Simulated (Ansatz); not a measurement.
Input:

Relaxed Mg (hcp, Mg type):

```
Mg
1.0
    3.17305     0.00000     0.00000
   -1.58653     2.74794     0.00000
    0.00000     0.00000     5.18267
Mg
2
Direct
  0.33333   0.66667   0.75000
  0.66667   0.33333   0.25000
```

The atoms are displaced by Q × the pattern below (from a DFPT mode at Γ, largest move 1; Q in Å), at fixed cell.

```
atom      x      y       z
----  -----  -----  ------
Mg1   0.000  0.000  -1.000
Mg2   0.000  0.000   1.000
```

Method: r2SCAN (plane waves to 500 eV, PAW, scalar-relativistic; Ansatz, a program for electronic structure). k mesh 17×17×9 (Γ-centred), Fermi-Dirac smearing 0.05 eV. The energy includes the smearing's −TS. With partly filled bands, energies and forces of such displacements shift with the k mesh and the smearing. Mg was relaxed with its symmetry unable to fall. The zero of ΔE is the undisplaced structure.

The scan covers Q from -0.100 to 0.100 Å in 13 points.

Problem. Which space group does the distorted structure have?

Solution. P-3m1 (No. 164), lowered from P6_3/mmc.

Problem. Is the energy the same for equal positive and negative displacements?

Solution. Even: the same for both signs.

Problem. What is the energy change at Q = 0.100 Å?

Solution. 61 meV/cell.

Problem. What harmonic wavenumber does the curvature at Q = 0 give?

Solution. 259 cm⁻¹.

(For displaced atoms, the force is minus the slope of the energy, and its curvature is a force constant, which sets phonon frequencies.)
